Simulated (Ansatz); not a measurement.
## MgCd₂Te₃: rattling a relaxed structure

The cell was found from a structure generator's guess, not taken from experiment.

Method: DFT PBE, scalar-relativistic, plane waves, PAW (Ansatz 0.2.0). Cutoff 420 eV; k points 6×6×4 on the computed 6-atom cell (Γ-centred); Gaussian smearing, width 0.02 eV; no spin polarisation.

The cell below (6 atoms, space group P3m1 (No. 156)) is relaxed within its symmetry.

```
Mg Cd Te
1.0
     4.65891    0.00000    0.00000
    -2.32945    4.03473    0.00000
     0.00000    0.00000   11.37883
Mg Cd Te
1 2 3
Direct
  0.66667 0.33333 0.33505
  0.00000 0.00000 0.00131
  0.33333 0.66667 0.66439
  0.00000 0.00000 0.74987
  0.33333 0.66667 0.41229
  0.66667 0.33333 0.08708
```

For the test a repeat of it with 12 atoms (edges 4.66, 4.66, 22.76 Å) was strained at random (σ = 1.5 % a component), the atoms were moved at random (σ = 0.05 Å), and all was relaxed again on a coarse 3×3×1 mesh (in the run’s order of axes) with 0.10 eV smearing, with no symmetry imposed.

Spin–orbit coupling, which can matter for Te, is left out.

Question: Is the structure stable against such a distortion?

Answer: It returns, within 2 meV/atom of the unmoved cell on that mesh and with the same symmetry when read at 0.1 Å (P1 at 0.01 Å, so small strains and shifts remain). No instability shows in this cell; modes of other wave vectors, which need another repeat, aren't tested.
